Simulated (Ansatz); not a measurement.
PbSe:
```
CELL_PARAMETERS angstrom
      0.00000     3.08887     3.08887
      3.08887     0.00000     3.08887
      3.08887     3.08887     0.00000
ATOMIC_POSITIONS crystal
  Se 0.00000 0.00000 0.00000
  Pb 0.50000 0.50000 0.50000
```

r²SCAN in the plane-wave PAW code Ansatz gives a gap of 0.66 eV without spin–orbit coupling, maximum at L, minimum at L.

Problem. What happens when spin–orbit coupling is switched on?

Solution. The gap decreases by 0.55 eV, to 0.11 eV; maximum at L, minimum at L.

Problem. Give the electron effective mass with spin–orbit coupling.

Solution. 0.029, 0.029, 0.065 mₑ (principal values).

Problem. Give the hole effective mass with spin–orbit coupling.

Solution. 0.029, 0.029, 0.069 mₑ (principal values).

Space group Fm-3m (rock salt). The r²SCAN relaxation kept the symmetry of its start.

Potentials: the later of the program's two PAW sets.
